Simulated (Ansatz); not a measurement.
ZrRh (space group Pnma)

```
ZrRh
1.0
    6.05513     0.00000     0.00000
    0.00000     4.43946     0.00000
    0.00000     0.00000     5.25186
Zr Rh
4 4
Cartesian
  4.99513   3.32960   4.51184
  1.06000   1.10987   0.74002
  4.08757   1.10987   1.88591
  1.96756   3.32960   3.36594
  2.74349   3.32960   0.88398
  3.31164   1.10987   4.36787
  0.28408   1.10987   3.50991
  5.77105   3.32960   1.74194
```

The slice is a (100) plane (indices of the conventional cell) through the point (0.547, 0.250, 0.832) (fractional), spanned by u = [010] and v = [001] in vectors of this cell: u (4.44 Å) and v (5.25 Å, at 90° to u). It covers one period; positions are fractions (u, v).

These are PBEsol (plane waves to 420 eV, PAW, scalar-relativistic; Ansatz, an electronic-structure program) values and carry that method's errors. k mesh 8×11×9. These are valence fields of a PAW run, semicore shells included where kept as valence: close to a nucleus they are smooth pseudo fields. ZrRh is run without spin polarisation. ZrRh was relaxed with its symmetry unable to fall.

Sketch the valence electron density on this plane as a map.


| v \ u | 0.00 | 0.15 | 0.30 | 0.45 | 0.60 | 0.75 | 0.90 |
|---|---|---|---|---|---|---|---|
| 0.88 | 0.6 | 0.0 | -0.6 | -0.8 | -0.7 | -0.5 | 0.3 |
| 0.75 | -0.4 | -0.6 | -0.8 | -0.9 | -0.8 | -0.7 | -0.5 |
| 0.62 | -0.1 | -0.5 | -0.8 | -0.8 | -0.8 | -0.8 | -0.3 |
| 0.50 | 0.2 | -0.3 | -0.5 | -0.3 | -0.3 | -0.6 | 0.0 |
| 0.38 | -0.5 | -0.6 | -0.2 | 0.6 | 0.4 | -0.4 | -0.5 |
| 0.25 | -0.5 | -0.6 | -0.4 | 0.4 | 0.2 | -0.5 | -0.6 |
| 0.12 | 0.6 | -0.1 | -0.6 | -0.5 | -0.5 | -0.5 | 0.3 |
| 0.00 | 1.2 | 0.6 | -0.5 | -0.7 | -0.7 | -0.3 | 0.9 |

Values: log₁₀ of the valence density in e/Å³. The scale is logarithmic, as a density can span decades between atoms and voids.
